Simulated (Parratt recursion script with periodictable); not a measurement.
How the EUV peak of a Si/Rh multilayer on Si grows with the number of periods

| layer, from the top | thickness (Å) | density (g/cm³) | rms roughness of its top face (Å) | δ at 13.5 nm | β at 13.5 nm |
|---|---|---|---|---|---|
| Si (in each period) | 34.6 | 2.313 | 3 | 9.927 × 10⁻⁴ | 0.001813 |
| Rh (in each period) | 34.6 | 12.398 | 3 | 0.1248 | 0.03117 |
| Si (substrate) | – | 2.313 | 3 | 9.927 × 10⁻⁴ | 0.001813 |

The refractive index is n = 1 − δ + iβ; the runs take δ and β at each wavelength of the scan. Vacuum lies above.

Densities are inputs, not measurements. They were set from computed cells of the Materials Project: Si from entry mp-149 (Fd-3m, 2.313 g/cm³); Rh from entry mp-74 (Fm-3m, 12.398 g/cm³). A layer's crystal structure does not enter its constants, only its composition and density.

Calculation: EUV and soft X-ray reflectivity, Parratt recursion, Névot-Croce roughness, Henke tables; Parratt recursion script with periodictable 1.7.1.

Light falls along the surface normal, where s and p polarisation coincide. The wavelength is scanned from 12.42 to 14.58 nm in 161 evenly spaced points, without smoothing. The peak is the highest scan point; its wavelength and height come from a parabola through R at that point and its two neighbours.

The runs differ in the number of periods N alone.

```
N   peak λ (nm)  peak R (%)
--  -----------  ----------
5        13.299           ?
15       13.251        49.1
25       13.283        53.1
60       13.292        53.6
```

Question: Estimate the peak reflectivity for N = 5, trying the form R = R∞ tanh²(aN).

Answer: Take R∞ from the largest stack, 53.6 % at N = 60. For the shown row under 97 % of it, y = artanh[(R/R∞)^½] is 1.910 at N = 15, so a = 0.127. This form gives tanh²y = 1.000 at N = 60, in keeping with the choice of R∞. At N = 5, y = 0.635 and R = 53.6 × tanh²y = 16.9 %.

The run gave 20.5 %, so the form misses by 3.6 points.
